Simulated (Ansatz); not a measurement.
Data:

BeS:
```yaml
crystal:
  lattice:
    - [3.30064, 0.00000, 0.00000]
    - [-1.65032, 2.85844, 0.00000]
    - [0.00000, 0.00000, 5.24700]
  atoms:
    - { symbol: Be, position: [0.00000, 0.00000, 0.00000] }
    - { symbol: Be, position: [0.00000, 0.00000, 0.50000] }
    - { symbol: S, position: [0.33333, 0.66667, 0.25000] }
    - { symbol: S, position: [0.66667, 0.33333, 0.75000] }
```

This is the PBE-relaxed structure. Tensor components refer to the Cartesian frame of this cell.

Q: All from DFT-PBE in the program Ansatz with PAW potentials, unless another level is named. Give the Debye temperature from the elastic constants.

A: 522 K.

Q: Predict the elastic constants (relaxed ions, GPa).

A: C11 = 189, C12 = 95.4, C13 = 41.8, C33 = 240, C44 = 15.1.

Space group P6_3/mmc (NiAs type). A made-up cell: these elements were put on the sites of a structure type; neither database checked (COD, Materials Project) lists it. COD files the formula under space group No. 216, so this cell is another polymorph or a model. Whether it is the stable phase at ambient conditions was not checked. Symmetry was held in the PBE relaxation. At this level the phase is dynamically unstable (imaginary phonons).

Potentials: the later of the program's two PAW sets.
